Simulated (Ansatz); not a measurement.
Below is a relaxed structure of ScPtCl4. The cell was found from a structure generator's guess, not taken from experiment.

All numbers below come from Ansatz 0.2.0, DFT PBE, scalar-relativistic, plane waves, PAW. Cutoff 420 eV, Γ-centred mesh, Gaussian smearing, collinear spin.

```
Sc Pt Cl
1.0
     4.47702    0.00000    0.00000
     0.00000    4.47702    0.00000
     0.00000    0.00000    6.44834
Sc Pt Cl
1 1 4
Direct
  0.50000 0.50000 0.50000
  0.00000 0.00000 0.00000
  0.50000 0.00000 0.25997
  0.00000 0.50000 0.74003
  0.50000 0.00000 0.74003
  0.00000 0.50000 0.25997
```

Formation energies are uncorrected and refer to the elements' standard structures at the same level (Cl₂ as a molecule).

Question: Find its symmetry and describe it.

Answer: P4/mmm (No. 123). Conventional cell: a = 4.477 Å, c = 6.448 Å. Around Sc lie 8 Cl at 2.72 Å; around Pt lie 8 Cl at 2.80 Å; Cl has 2 Sc at 2.72 Å, 2 Pt at 2.80 Å, 5 Cl at 3.10–3.17 Å and 1 Cl at 3.35 Å.

Question: What is its formation energy per atom?

Answer: −0.85 eV/atom. It lies below the elements, which doesn't yet make it stable against other compounds or structures.

Question: Is it a metal?

Answer: Yes, bands cross the Fermi level on the 8×8×6 mesh.

Question: Which magnetic moments does it keep?

Answer: 0.17 μB per atom net, the space between the atoms included; by site: Pt 0.7 μB.

Question: From what recipe could a structure generator have reached it?

Answer: One such recipe: ordered mixture on the cation sites of fluorite (P4/mmm, No. 123). Other recipes can lead to the same cell.

The last run used collinear spin, an 8×8×6 mesh (in the run's order of axes) for its 6-atom cell and Gaussian smearing of 0.10 eV. Spin–orbit coupling, which can matter for Pt, is left out. The magnetic state reached may not be the lowest. A structure relaxed within its symmetry needn't be a true minimum.
